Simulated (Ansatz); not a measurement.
Pd (simple cubic): energy against volume

These are results of DFT, PBEsol, plane waves (420 eV) with PAW, scalar-relativistic (Ansatz 0.2.0), not measurements. (PAW data from PBE, frozen cores regenerated.)

The cell is scaled uniformly from the relaxed one, with fractional coordinates and shape fixed. Energies are extrapolated to zero smearing, pressures are those at the given smearing. Magnetic state: non-magnetic.

A Birch-Murnaghan fit gives V₀ = 16.88 Å³/atom, B₀ = 147 GPa, B₀′ = 5.3.

Problem. What are the energy above the minimum and the pressure at 14.839 Å³/atom?

Solution. 148.7 meV/atom and 26.87 GPa as computed.

Problem. What are the energy above the minimum and the pressure at 15.514 Å³/atom?

Solution. 60.6 meV/atom and 15.66 GPa as computed.

Problem. What are the energy above the minimum and the pressure at 16.188 Å³/atom?

Solution. 14.2 meV/atom and 6.97 GPa as computed.
